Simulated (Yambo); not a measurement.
G0W0@PBEsol for Cs3CoF6 (space group Fm-3m, No. 225) in Yambo (2×2×2 mesh, 8 Ry block, plasmon pole, screening fixed), without a terminator:

| bands N in G | gap X → Γ (eV) | shift of the valence edge (eV) |
|---|---|---|
| 139 | 4.750 | -0.680 |
| 239 | 4.658 | -0.832 |
| 372 | 4.674 | -0.936 |

Task: Extrapolate both columns to infinite N with E(N) = E∞ + A/N, test the form, and compare with the terminator.

Result: From two points, E∞ = (N2 E2 − N1 E1)/(N2 − N1). The two largest N give 4.70 eV for the gap and -1.12 eV for the shift; the two smallest give 4.53 eV and -1.04 eV. For the gap the slopes A are 31 and -11 eV: the form isn't reached, and its limit is uncertain. For the shift the slopes A are 50 and 70 eV: the form isn't reached, and its limit is uncertain. With the Bruneval-Gonze terminator and 372 bands the run gives 4.66 eV and -1.14 eV, 0.05 eV and 0.02 eV from the extrapolated values: the terminator too is an estimate of the remainder. Block, mesh and the bands in W are held fixed.

Geometry of the Materials Project entry, not relaxed at this level; primitive cell a = b = c = 6.5421 Å, α = β = γ = 60.00°.

The structure is a Materials Project entry; no match was found in the copy of COD used, and its stability was not checked.

The runs are not spin-polarised; magnetic order was not tried.

A shift is the quasiparticle energy of the state minus its PBEsol energy.
